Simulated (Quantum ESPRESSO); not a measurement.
```
CELL_PARAMETERS angstrom
      5.94863     0.00000     0.00000
      0.00000     5.94863     0.00000
      0.00000     0.00000     5.94863
ATOMIC_POSITIONS crystal
  Br 0.50000 0.50000 0.00000
  Br 0.00000 0.50000 0.50000
  Br 0.50000 0.00000 0.50000
  Cs 0.00000 0.00000 0.00000
  Pb 0.50000 0.50000 0.50000
```

The geometry is that of Materials Project entry mp-600089, symmetrised and not relaxed again.

**Question.** What does PBEsol (Quantum ESPRESSO, PseudoDojo norm-conserving, 56 Ry, with spin-orbit coupling) give for the electronic structure near the Fermi level?

**Answer.** The PBEsol gap is direct, 0.38 eV at R. The cell is held in this high symmetry; tilts and polar distortions were not searched.
